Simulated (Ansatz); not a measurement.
FeBiO$_{3}$ in space group P4mm (No. 99; Fe on 1a, Bi on 1b, O on 1a, O on 2c), DFT-PBEsol in the program Ansatz with PAW potentials, all energies at zero smearing, with the estimated change up to a 700 eV cutoff added, with one set of potentials and settings (totals compare only within such a set). Cell of 10 atoms (2 Fe, 2 Bi, 6 O): -36744.083 eV.

```csv
element,reference phase,E (eV/atom)
Fe,"Im-3m, 1 atoms in the cell, spin-polarised",-4448.8520
Bi,"R-3m, 2 atoms in the cell",-12242.0039
O,"C2/m, 4 atoms in the cell, spin-polarised",-558.3554
```

Formation energy per atom, worked out: (-36744.083 − 2×(-4448.8520) − 2×(-12242.0039) − 6×(-558.3554))/10 = -1.224 eV/atom (-118 kJ per mol of atoms), at 0 K, without zero-point energy or fitted corrections.

The workflow started from a Materials Project entry (that database holds measured and hypothetical structures alike); the Crystallography Open Database copy checked does not list it. It is not the phase usual at ambient conditions (space group No. 161). The cell was relaxed with PBEsol under the symmetry of its start, as lowered by the spin order; its stability against distortions is not shown here. Magnetic state: antiferromagnetic, chosen from 5 collinear starts compared on coarse meshes (ties went to the first, and starts can fall back to one state), not a proven ground state. No Hubbard U is applied. A crystal of weakly bound layers computed without a dispersion correction: the cell and the soft elastic constants depend strongly on that. The references are the lowest solids computed at this level, not always the standard phases (solids in place of the gases). Scalar-relativistic: spin–orbit coupling is off unless named, which matters more the heavier the elements.

Potentials: the later of the program's two PAW sets.
